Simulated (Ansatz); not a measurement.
Steps from a short run of molecular dynamics on a 2×2×2 supercell (32 atoms) of C (lonsdaleite), relaxed with r2SCAN; forces from PBEsol in the plane-wave code Ansatz, 6×6×2 mesh, Fermi-Dirac smearing of 0.112 eV, a Langevin thermostat at fixed volume, set at 1300 K. Classical nuclei, no spin polarisation; a few dozen steps show the first response, not equilibrium.

Cell vectors in Å:
```
 5.0064  0.0000  0.0000
-2.5032  4.3357  0.0000
 0.0000  0.0000  8.3377
```

Q: At 12 fs the positions in Å are
```
C   -0.056   1.392  -0.035
C    1.349   0.785   2.220
C    0.000   1.426   1.588
C    1.294   0.756   3.761
C   -0.036   1.424   4.120
C    1.297   0.781   6.204
C    0.024   1.462   5.643
C    1.244   0.662   7.743
C   -1.180   3.578  -0.034
C   -0.043   2.864   2.127
C   -1.178   3.676   1.576
C   -0.010   2.856   3.678
C   -1.238   3.616   4.276
C   -0.045   2.947   6.281
C   -1.303   3.717   5.795
C    0.018   2.831   7.764
C    2.481   1.387  -0.161
C    3.700   0.679   2.077
C    2.553   1.468   1.601
C    3.702   0.685   3.651
C    2.510   1.496   4.239
C    3.794   0.754   6.127
C    2.540   1.533   5.770
C    3.739   0.691   7.667
C    1.297   3.498  -0.070
C    2.502   2.944   2.077
C    1.232   3.474   1.437
C    2.491   2.989   3.677
C    1.236   3.606   4.218
C    2.477   2.972   6.324
C    1.221   3.600   5.735
C    2.526   2.874   7.781
```
What are the forces, and how far does the free energy (smearing included) lie above that of step 0, with the atoms on their sites?

A: 120.7 meV an atom; forces in eV/Å:
```
C    1.838  -0.162   0.043
C   -2.205  -1.385  -3.865
C   -0.864  -0.835   0.182
C   -0.856  -0.658  -2.308
C    1.277   0.182   1.484
C   -1.750   0.460   1.403
C   -0.897   1.048   1.646
C   -0.401   1.663   1.201
C   -1.432   0.821   1.244
C    1.394  -0.277  -2.038
C   -2.060  -0.860   0.310
C   -0.159   1.018  -0.390
C   -0.603   1.072  -2.448
C    0.586  -1.615  -2.010
C    1.852  -2.813  -1.568
C    0.032  -0.153   1.297
C    1.035   0.773   3.857
C    2.516  -0.401  -0.585
C   -1.038   0.019  -1.326
C    0.628   0.961  -0.076
C   -0.082   0.707  -1.292
C   -0.688  -0.554   3.129
C    0.150  -0.815  -2.022
C    0.665  -0.595   3.080
C   -2.062   2.444   0.531
C    1.406  -0.740  -0.235
C    0.195   3.805   4.040
C    0.681  -2.426  -0.278
C   -0.520  -0.339  -1.383
C    0.785  -0.945  -2.865
C   -0.046   1.788  -0.111
C    0.623  -1.188   1.354
```

Q: At 54 fs the positions in Å are
```
C   -0.023   1.529  -0.034
C    1.263   0.738   2.116
C    0.064   1.544   1.541
C    1.249   0.722   3.773
C    0.055   1.496   4.188
C    1.262   0.715   6.238
C    0.075   1.498   5.643
C    1.198   0.771   7.832
C   -1.268   3.660  -0.004
C    0.037   2.975   2.095
C   -1.251   3.698   1.544
C    0.105   2.924   3.662
C   -1.218   3.560   4.217
C   -0.020   2.846   6.204
C   -1.259   3.557   5.789
C    0.106   2.974   7.819
C    2.455   1.472   0.028
C    3.884   0.778   2.064
C    2.556   1.521   1.527
C    3.864   0.716   3.642
C    2.546   1.535   4.166
C    3.834   0.715   6.174
C    2.542   1.379   5.701
C    3.745   0.865   7.676
C    1.305   3.761  -0.132
C    2.573   3.019   2.058
C    1.334   3.795   1.506
C    2.538   2.922   3.621
C    1.312   3.690   4.209
C    2.517   2.881   6.229
C    1.310   3.596   5.743
C    2.541   2.877   7.784
```
What are the forces, and how far does the free energy (smearing included) lie above that of step 0, with the atoms on their sites?

A: 110.8 meV an atom; forces in eV/Å:
```
C    1.498   0.701   0.574
C    1.447   2.598  -0.423
C   -0.275  -0.596   0.626
C    2.570   0.137  -4.211
C    0.420  -0.826  -1.776
C    0.816  -0.060   0.506
C   -1.570  -2.546   3.128
C    0.975  -0.512  -1.181
C    1.657  -0.211  -0.408
C    1.098   0.694  -1.087
C    2.130  -0.716   0.636
C   -2.028   0.746  -0.604
C    0.394   2.420  -0.569
C    2.605   2.814   2.596
C    0.637   1.475  -2.477
C   -3.443  -0.553  -1.448
C    1.102   0.776  -2.525
C   -2.611   2.493   0.595
C   -0.231  -0.585   2.457
C   -2.205   3.176  -0.321
C   -0.445  -4.017  -0.505
C   -1.446   1.325   0.686
C    0.195   2.468  -0.079
C    0.703  -2.186   3.214
C    0.472  -1.625   2.997
C   -2.171  -2.592  -0.073
C   -0.857  -4.070  -0.228
C    0.460   0.701   0.678
C    0.423  -2.318  -1.510
C    0.399  -2.258   1.671
C   -1.410   0.796  -1.256
C   -1.309   2.351   0.318
```

Q: At 66 fs the positions in Å are
```
C    0.021   1.529   0.012
C    1.326   0.876   2.102
C    0.042   1.511   1.569
C    1.349   0.694   3.651
C    0.014   1.390   4.090
C    1.285   0.820   6.227
C    0.071   1.484   5.681
C    1.247   0.807   7.775
C   -1.245   3.734   0.034
C    0.070   3.000   2.039
C   -1.141   3.765   1.580
C    0.052   2.888   3.647
C   -1.173   3.560   4.232
C    0.099   2.977   6.283
C   -1.168   3.653   5.719
C   -0.034   3.019   7.836
C    2.506   1.526  -0.103
C    3.689   0.833   2.070
C    2.602   1.647   1.476
C    3.701   0.715   3.601
C    2.504   1.398   4.157
C    3.778   0.847   6.218
C    2.518   1.525   5.672
C    3.734   0.832   7.745
C    1.315   3.712  -0.062
C    2.553   3.046   2.034
C    1.260   3.687   1.470
C    2.557   2.910   3.693
C    1.311   3.586   4.206
C    2.594   2.870   6.268
C    1.301   3.617   5.755
C    2.511   2.974   7.803
```
What are the forces, and how far does the free energy (smearing included) lie above that of step 0, with the atoms on their sites?

A: 94.9 meV an atom; forces in eV/Å:
```
C   -0.981   0.738  -1.016
C    0.249  -1.566  -1.168
C   -0.849   0.831   0.027
C   -3.500   0.418  -0.889
C    0.813   1.788   1.550
C   -0.127  -2.320  -0.174
C   -1.915   0.884   0.477
C    0.039   0.619   0.614
C    0.428  -0.464  -1.465
C   -0.944  -1.732   1.270
C   -2.295  -0.086  -0.814
C    0.745  -1.000  -0.575
C   -0.415   1.546  -2.699
C   -2.530  -1.371  -0.869
C   -0.263   0.040   1.604
C    2.852  -1.641  -0.730
C    0.229   0.749   2.950
C    3.601  -1.189  -1.272
C   -2.888  -2.362   1.461
C    2.779  -0.341   1.027
C    1.252   3.296   0.390
C    1.120  -2.758  -0.271
C    1.127  -2.153   1.566
C    2.193  -0.407   0.891
C   -3.154   0.235   0.667
C    0.784  -0.284   1.364
C    1.557   2.064   1.899
C   -0.384  -0.552  -2.175
C   -1.164   0.734  -1.122
C   -1.112   4.258  -1.133
C    1.466   2.518  -0.540
C    1.289  -0.493  -0.845
```
